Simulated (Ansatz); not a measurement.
Input file for Ansatz (a first-principles code):

Ansatz 0.2 input:
```yaml
crystal:
  lattice:
    - [0.0, 2.1711301844, 2.1711301844]
    - [2.1711301844, 0.0, 2.1711301844]
    - [2.1711301844, 2.1711301844, 0.0]
  atoms:
    - { symbol: Al, position: [0.0, 0.0, 0.0] }
    - { symbol: N, position: [0.25, 0.25, 0.25] }
kpoints:
  mp_grid: { grid: [11, 11, 11] }
hamiltonian:
  xc: lda
  pseudopotentials: { kind: paw }
scf:
  occupations: { method: fixed }
phonons:
  method: dfpt
  response_accuracy: low
  eigenvectors: true
  rigid_motions: translations
  dielectric: true
  raman: true
```

Output (shortened):

```
Pseudopotential: Al, paw, valence charge 3
Pseudopotential: N, paw, valence charge 5
Functional definition: SPW92
Crystal: 2 atoms, lattice volume = 20.469 Å³
Basis set: ecut = 420 eV, 411 PW (Γ), exchange–correlation on 48×48×48 points (8 copies of the dense FFT grid, shifted against one another)
Bands: 8, of which v1, the nominal top of the filled ones, is band 4 counted from 1 (3 counted from 0)
Symmetry: 24 space group operations
k-points: 216 of 1331 (irreducible under 4 space group operations, time reversal used)
SCF iter   1: F=—  HF=-889.817523 eV  |F-HF|=—  |Δ(HF+E_count)|=         —  Δρ=8.93e-3  dr2=1.85e-2  ethr=1.77e-3  ⟨swp⟩=4.7  Hψ=11529  notcnv=0  defer=26
preconditioner: auto → none
SCF iter   2: F=—  HF=-889.812696 eV  |F-HF|=—  |Δ(HF+E_count)|=   4.83e-3  Δρ=4.82e-3  dr2=2.62e-3  ethr=2.31e-4  ⟨swp⟩=2.4  Hψ=4132  notcnv=0  defer=430
SCF iter   3: F=—  HF=-889.811844 eV  |F-HF|=—  |Δ(HF+E_count)|=   8.52e-4  Δρ=1.50e-3  dr2=1.80e-4  ethr=3.28e-5  ⟨swp⟩=2.6  Hψ=2859  notcnv=0  defer=403
SCF iter   4: F=—  HF=-889.811761 eV  |F-HF|=—  |Δ(HF+E_count)|=   8.34e-5  Δρ=1.09e-4  dr2=9.56e-7  ethr=2.25e-6  ⟨swp⟩=2.9  Hψ=2629  notcnv=0  defer=304
SCF iter   5: F=—  HF=-889.811760 eV  |F-HF|=—  |Δ(HF+E_count)|=   6.96e-8  Δρ=5.37e-6  dr2=2.33e-9  ethr=1.19e-8  ⟨swp⟩=1.9  Hψ=1964  notcnv=0
SCF iter   6: F=-889.811760 eV  HF=-889.811760 eV  |F-HF|=3.87e-12  |Δ(HF+E_count)|=  9.53e-10  Δρ=3.86e-7  dr2=8.32e-12  ethr=1.25e-12  ⟨swp⟩=7.0  Hψ=9706  notcnv=0
SCF 1 converged in 6 iterations: F = -889.811760 eV  dr2 = 8.32e-12
NSCF: frozen V_eff on 6 k-points
DFPT response loops at Γ: preconditioner auto → none (the input reference at scf.mixing.eps_inf says where Resta's filter doesn't serve); β = 0.50 …
── the response to a field inside a basis, on 12×12×12 k-points: an SCF that follows is theirs, and a resumed run solves both again ──
Crystal: 2 atoms, lattice volume = 20.469 Å³
Bands: 5, of which v1, the nominal top of the filled ones, is band 4 counted from 1 (3 counted from 0)
k-points: 182 of 1728 (irreducible under 6 space group operations, time reversal used)
SCF iter   1: F=—  HF=-889.816568 eV  |F-HF|=—  |Δ(HF+E_count)|=         —  Δρ=7.41e-4  dr2=1.53e-5  ethr=1.00e-1
preconditioner: auto → none
SCF iter   2: F=—  HF=-889.816569 eV  |F-HF|=—  |Δ(HF+E_count)|=   6.01e-7  Δρ=3.54e-4  dr2=4.41e-6  ethr=1.91e-7
SCF iter   3: F=—  HF=-889.816570 eV  |F-HF|=—  |Δ(HF+E_count)|=   1.10e-6  Δρ=1.29e-4  dr2=1.42e-6  ethr=5.51e-8
SCF iter   4: F=—  HF=-889.816570 eV  |F-HF|=—  |Δ(HF+E_count)|=   3.06e-7  Δρ=1.02e-5  dr2=5.89e-9  ethr=1.78e-8
SCF iter   5: F=-889.816570 eV  HF=-889.816570 eV  |F-HF|=1.14e-13  |Δ(HF+E_count)|=  5.35e-10  Δρ=1.48e-7  dr2=1.42e-12  ethr=7.37e-11
SCF 1 converged in 5 iterations: F = -889.816570 eV  dr2 = 1.42e-12
DFPT response loops at Γ: mixed as the last ones told, above
DFPT response loops at Γ: mixed as the last ones told, above
DFPT response loops at Γ: mixed as the last ones told, above
SCF converged after 6 iterations
Free energy (F): -889.811760 eV
Harris-Foulkes:  -889.811760 eV  (|F-HF|=3.87e-12)
Internal energy: -889.811760 eV  (E = F + TS)
E sigma→0 (E₀):  -889.811760 eV
Fermi energy:    6.861915 eV
--- Per-component energies (eV) ---
  E_band       = 14.569029
  E_kinetic    = 159.556749
  E_local      = -221.801677  (includes V_loc(G=0)·N_el)
  E_nonlocal   = 57.686418
  E_hartree    = 75.839356
  E_xc         = -100.757541
  E_vxc        = -107.781248  (∫ρ·V_xc dr)
  E_paw        = -562.110062  (= ΣΔE_a)
  E_vpaw       = -24.770000  (= ΣTr[D̂ρ^β])
  E_aug_tail   = 0.000090  (compensation charges beyond the density's cutoff)
  E_ewald      = -298.360853
  E_core_change = 0.135761  (= ΣΔE_core)
  E_smearing   =  0.000000  (= −TS)
  E_closure    = 0.000000  (closes the sum)
  Σ components = -889.811760   (vs F -889.811760, Δ=0.00e0)
  [band-id]    e_kinetic+e_local+e_nonlocal+2·e_hartree+e_vxc+e_vpaw+e_augmentation_tail = 14.569043   (vs E_band 14.569029, Δ=1.32e-5)
--- Band table (eV; the first three rows and the last of 216) ---
  k-point 0: bands = ["-8.0567", "6.8619", "6.8619", "6.8619", "11.2499", "19.3950", "19.3950", "19.3950"]
  k-point 1: bands = ["-7.9305", "6.1818", "6.8188", "6.8188", "11.7955", "19.0723", "19.5112", "19.5112"]
  k-point 2: bands = ["-7.5668", "4.7523", "6.7075", "6.7075", "12.7950", "18.3715", "19.5183", "19.5183"]
  k-point 215: bands = ["-5.8028", "2.3119", "3.9680", "6.1814", "14.2397", "16.3625", "18.7393", "19.4659"]
--- Phonons (Γ-DFPT): 2 representative perturbations + reference, on 216 of 1331 k-points (Σ response iterations 5) ---
  ASR residual: 1.094e-4 → 0.000e0 eV/Å²; symmetrization residual: 8.269e-7 eV/Å²
  ASR residual per site (eV/Å²): 2.74e-5 1.09e-4
  Γ frequencies (cm⁻¹): 0.00 0.00 0.00 664.09 664.09 664.09
  ε∞ (high-frequency dielectric tensor):
        4.537176     0.000000     0.000000
        0.000000     4.537176     0.000000
        0.000000     0.000000     4.537176
  ε⁰ (static dielectric tensor: ions relaxed, cell fixed):
        8.368956     0.000000     0.000000
        0.000000     8.368956     0.000000
        0.000000     0.000000     8.368956
  ε⁰ − ε∞ (ionic part):
        3.831780     0.000000     0.000000
        0.000000     3.831780     0.000000
        0.000000     0.000000     3.831780
  softest optical mode at Γ: 664.09 cm⁻¹; the repairs (sum rule, projections) moved no ω² at Γ by more than (1.49 cm⁻¹)²
  Born effective charges Z* (e; rows j = field, columns β = displacement):
    site 0:
         2.54587    0.00000    0.00000
         0.00000    2.54587    0.00000
         0.00000    0.00000    2.54587
    site 1:
        -2.54587    0.00000    0.00000
         0.00000   -2.54587    0.00000
         0.00000    0.00000   -2.54587
  Z* charge neutrality: 1.263e-5 e pre-enforcement
  k-mesh period / interband length: 33.8 Å / 1.66 Å = 20.34 at k = (0.0000, 0.0000, 0.0000), direct gap 4.388 eV — 14 or more, which is no proof of convergence
  Raman tensors (in the event stream and the table raman_tensors.tsv) …
  optical modes at Γ without the LO–TO term, one row a degenerate level:
      ω (cm⁻¹)  modes    IR ((D/Å)²/amu)  static Raman (Å⁴/amu)  depolarisation
        664.09      3            48.6526                16.1408           0.750
  optical modes at Γ + LO–TO along q̂ = [1.0000, 0.0000, 0.0000]:
      ω (cm⁻¹)  modes    IR ((D/Å)²/amu)  static Raman (Å⁴/amu)  depolarisation
        664.09      2            32.4351                10.7605           0.750
        901.93      1            16.2175                 4.9390           0.750
  optical modes at Γ + LO–TO along q̂ = [0.0000, 1.0000, 0.0000]:
      ω (cm⁻¹)  modes    IR ((D/Å)²/amu)  static Raman (Å⁴/amu)  depolarisation
        664.09      2            32.4351                10.7605           0.750
        901.93      1            16.2175                 4.9390           0.750
  optical modes at Γ + LO–TO along q̂ = [0.0000, 0.0000, 1.0000]:
      ω (cm⁻¹)  modes    IR ((D/Å)²/amu)  static Raman (Å⁴/amu)  depolarisation
        664.09      2            32.4351                10.7605           0.750
        901.93      1            16.2175                 4.9390           0.750
```

Cost: around 90 core-seconds (rough) on shared cores.

Space group F-43m (zinc blende). The LDA relaxation kept the symmetry of its start; phonons on a q-mesh show no instability.

Potentials: the later of the program's two PAW sets.

Ansatz is a plane-wave DFT program.
